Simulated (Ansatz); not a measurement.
CsPbCl$_{3}$ (cubic perovskite)

```yaml
crystal:
  lattice:
    - [5.61876, 0.00000, 0.00000]
    - [0.00000, 5.61876, 0.00000]
    - [0.00000, 0.00000, 5.61876]
  atoms:
    - { symbol: Cs, position: [0.00000, 0.00000, 0.00000] }
    - { symbol: Pb, position: [0.50000, 0.50000, 0.50000] }
    - { symbol: Cl, position: [0.00000, 0.50000, 0.50000] }
    - { symbol: Cl, position: [0.50000, 0.50000, 0.00000] }
    - { symbol: Cl, position: [0.50000, 0.00000, 0.50000] }
```

The volume is varied about the relaxed value V₀ at fixed cell shape. Symmetry pins the atoms to their sites.

Computed with PBEsol (plane waves to 420 eV, PAW, scalar-relativistic; Ansatz, a program for electronic structure). k mesh 6×6×6 (Γ-centred), Fermi-Dirac smearing 0.05 eV. The energy includes the smearing's −TS. Compression counts positive. CsPbCl3 was relaxed with its symmetry unable to fall. Spin-orbit coupling is left out, though Pb is heavy. The PAW data are Ansatz's earlier set. This is a high-temperature form of CsPbCl3. The zero of ΔE is the relaxed starting cell.

The scan covers V/V₀ from 0.940 to 1.060 in 13 points.

Task: What is ΔE at V/V₀ = 1.060?

Result: 8.9 meV/atom.

Task: What is ΔE at V/V₀ = 0.940?

Result: 11.2 meV/atom.

Task: What pressure does the cell carry at V/V₀ = 0.940?

Result: 1.79 GPa.

(A scan under strain: stresses follow from slopes of the energy per volume, elastic moduli from its curvatures.)
